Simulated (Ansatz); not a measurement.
## AlNi: from a starting cell to a relaxed one

The start is a relaxed AlNi cell, doubled along one cell vector, shaken by Gaussian noise of σ = 0.08 Å a coordinate. The cell and all atomic positions are relaxed at zero pressure with PBE (plane waves to 420 eV, PAW, scalar-relativistic; Ansatz, a first-principles code). The first steps use a coarse 10×10×5 k-mesh.

Initial structure:
```
CELL_PARAMETERS angstrom
      1.97722     1.14155     6.41313
     -1.97722     1.14155     6.41313
      0.00000    -4.56618    12.82626
ATOMIC_POSITIONS crystal
  Ni 0.97153 0.96976 0.49766
  Ni 0.99104 0.98678 0.97729
  Ni 0.27092 0.18895 0.12710
  Ni 0.24605 0.23249 0.62035
  Ni 0.72740 0.71633 0.36768
  Ni 0.75192 0.71564 0.85959
  Al 0.12561 0.11045 0.03956
  Al 0.09688 0.13194 0.55440
  Al 0.37471 0.36156 0.17978
  Al 0.38313 0.33664 0.66863
  Al 0.85855 0.79599 0.46108
  Al 0.84168 0.86467 0.92264
```

Question: Which atoms feel the largest initial force, and how large is it?

Answer: 1.93 eV/Å, on Al10 (atoms numbered as listed).

Question: How much energy is released per atom?

Answer: 0.07 eV/atom.

Question: Does it find its way back to the structure it was made from?

Answer: It returns to the parent structure, R3m (No. 160).

Question: How do the shortest distances between atoms change?

Answer: The closest pairs of elements (up to four, under 3.6 Å), start → end: Al–Ni 2.17 → 2.36 Å; Al–Al 2.52 → 2.73 Å; Ni–Ni 2.59 → 2.71 Å.

Question: What band gap does the relaxed structure have at this level?

Answer: Zero (metallic).

Final structure:

```cif
data_Al9Ni9
_chemical_formula_sum 'Ni9 Al9'
_space_group_name_H-M_alt 'R3m :H'
_space_group_IT_number 160
_space_group_name_Hall 'R 3 -2"'
_cell_length_a 3.95464
_cell_length_b 3.95464
_cell_length_c 19.23828
_cell_angle_alpha 90.000
_cell_angle_beta 90.000
_cell_angle_gamma 120.000
loop_
_atom_site_label
_atom_site_type_symbol
_atom_site_symmetry_multiplicity
_atom_site_Wyckoff_symbol
_atom_site_fract_x
_atom_site_fract_y
_atom_site_fract_z
_atom_site_occupancy
Ni1 Ni 3 a 0.00000 0.00000 0.97148 1
Ni2 Ni 3 a 0.00000 0.00000 0.22589 1
Ni3 Ni 3 a 0.00000 0.00000 0.71417 1
Al1 Al 3 a 0.00000 0.00000 0.10063 1
Al2 Al 3 a 0.00000 0.00000 0.34883 1
Al3 Al 3 a 0.00000 0.00000 0.84546 1
```
(The calculation used a cell of 6 atoms; values per cell refer to that cell.)

Final values are on a 14×14×14 k-mesh of the relaxed cell. No spin polarisation in the result. A magnetic state may lie lower.

The relaxed structure here is a generated cell of AlNi: the first start was made by placing the elements on the sites of a structure type, and the end was not matched to a known phase here, so it may be hypothetical. Known forms of AlNi include space group No. 221.
